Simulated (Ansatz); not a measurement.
Fe:
```
Fe
1.0
    2.40725     0.00000     0.00000
   -1.20363     2.08474     0.00000
    0.00000     0.00000     3.80331
Fe
2
Direct
  0.33333   0.66667   0.25000
  0.66667   0.33333   0.75000
```

Relaxed with LDA. Special points in fractions of this cell's reciprocal vectors: Γ (0.000, 0.000, 0.000); M (0.500, 0.000, 0.000); K (0.333, 0.333, 0.000); A (0.000, 0.000, 0.500); L (0.500, 0.000, 0.500); H (0.333, 0.333, 0.500).

### Question
List the band energies nearest the Fermi level at these points for plane-wave PAW LDA (Ansatz code).

### Answer
In eV from the Fermi level; about four levels below and three above (degenerate sets whole), none deeper than 8.9 eV; … stands for higher levels left out; points with the same levels are listed once.

```csv
k,below,above
Γ,-1.32 -1.32 -0.94 -0.94,0.57 …
M,-2.21 -2.18 -1.68 -1.18,0.92 1.18 1.22
K,-3.57 -2.23 -2.23 -0.82,0.68 0.68 0.95
A,-1.98 -1.98 -1.98 -1.98,…
L,-3.50 -3.50 -0.72 -0.72,0.12 0.12 1.08 1.08
H,-2.43 -2.43 -0.79 -0.79,0.83 0.83 …
```

Space group P6_3/mmc (hcp (Mg type)). This is a known high-pressure phase of the composition, computed here at zero pressure and temperature. Symmetry was held in the LDA relaxation; of distortions, only those at the zone centre were tested. No spin polarisation was allowed.

Potentials: the later of the program's two PAW sets.
